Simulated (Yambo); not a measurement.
Input:

```xyz
2
Lattice="1.8136 1.0473 2.9621 -1.8140 1.0472 2.9619 -0.0001 -2.0944 2.9620" Properties=species:S:1:pos:R:3 pbc="T T T"
Cl     0.0000     0.0000     0.0000
Cu    -0.0001     0.0000     2.2215
```

Workflow: norm-conserving PBEsol (Quantum ESPRESSO, 92 Ry, no spin-orbit coupling), then G0W0 in Yambo (4×4×4 Γ-centred k mesh, bands 5 to 92 and a 10 Ry block in the screening, 92 bands in G with the Bruneval-Gonze terminator, plasmon pole fitted at 27.2 eV).

Give the PBEsol and G0W0 gaps between the band edges found on this mesh, and say where the edges lie.

Edges: Γ → Γ. PBEsol: 0.75 eV; G0W0: 1.88 eV. Convergence of the G0W0 settings was not tested. The filled Cu 3d shell has no Hubbard U; semilocal functionals place it too high.

Geometry strained from the cell relaxed with PBEsol, atoms relaxed again.
